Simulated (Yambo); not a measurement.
NaLiCdS2 (space group P3m1, No. 156), G0W0@PBEsol in Yambo with this input:

```
rim_cut
gw0
dyson
el_el_corr
HF_and_locXC
ppa
em1d
RandQpts= 1000000
RandGvec= 1 Ry
EXXRLvcs= 102 Ry
VXCRLvcs= 408 Ry
Chimod= "HARTREE"
% BndsRnXp
 7 | 197 |
%
NGsBlkXp= 8 Ry
% LongDrXp
 1.0 | 1.0 | 1.0 |
%
PPAPntXp= 27.2114 eV
% GbndRnge
 1 | 197 |
%
GTermKind= "BG"
DysSolver= "n"
ExtendOut
```

On a 3×3×2 mesh, with wavefunctions cut at 102 Ry, the gap (Γ → Γ) is 2.959 eV and the valence edge shifts by -1.054 eV.

Problem. What happens with this change: 2 Ry block?

Solution. The gap falls by 0.305 eV, to 2.654 eV; the shift of the valence edge becomes -0.600 eV. Neither run is shown to be the converged limit.

Spin-orbit coupling is not included.

Geometry of the Materials Project entry, not relaxed at this level; primitive cell a = b = 4.1573 Å, c = 7.0419 Å, α = β = 90.00°, γ = 120.00°.

The structure is a Materials Project entry; no match was found in the copy of COD used, and its stability was not checked.

A shift is the quasiparticle energy of the state minus its PBEsol energy.
